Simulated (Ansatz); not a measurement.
## Ta (P6_322), zone-centre modes

Method: Ansatz, DFT PBEsol, scalar-relativistic, plane waves, PAW. The runs took a 420 eV cutoff, a Γ-centred 12×12×6 mesh and Gaussian smearing (0.15 eV). Spin–orbit coupling is left out, which can shift energies with elements as heavy as these. No spin polarisation.

The undisturbed cell (relaxed at this level; this form isn't the usual structure):

```
Ta
1.0
     4.97045    0.00000    0.00000
    -2.48523    4.30454    0.00000
     0.00000    0.00000    8.36837
Ta
8
Direct
  0.00000 0.32317 0.00000
  0.32317 0.00000 0.00000
  0.67683 0.67683 0.00000
  0.00000 0.67683 0.50000
  0.67683 0.00000 0.50000
  0.32317 0.32317 0.50000
  0.66667 0.33333 0.75000
  0.33333 0.66667 0.25000
```

Harmonic modes by finite displacements of 0.02 Å, without the LO–TO term.

**Question.** At this geometry, is the structure stable against these modes?

**Answer.** No: 4 modes are unstable, the strongest at 79i cm⁻¹.

**Question.** List the wavenumbers in cm⁻¹.

**Answer.** 79i, 79i, 66i, 66i, 0, 0, 0, 58, 68, 69, 69, 98, 98, 131, 131, 137, 158, 158, 161, 161, 169, 169, 180, 216.

Cost: 1 run of about 12 core-minutes, on Intel Xeon 6975P-C (Granite Rapids) (shared hosts).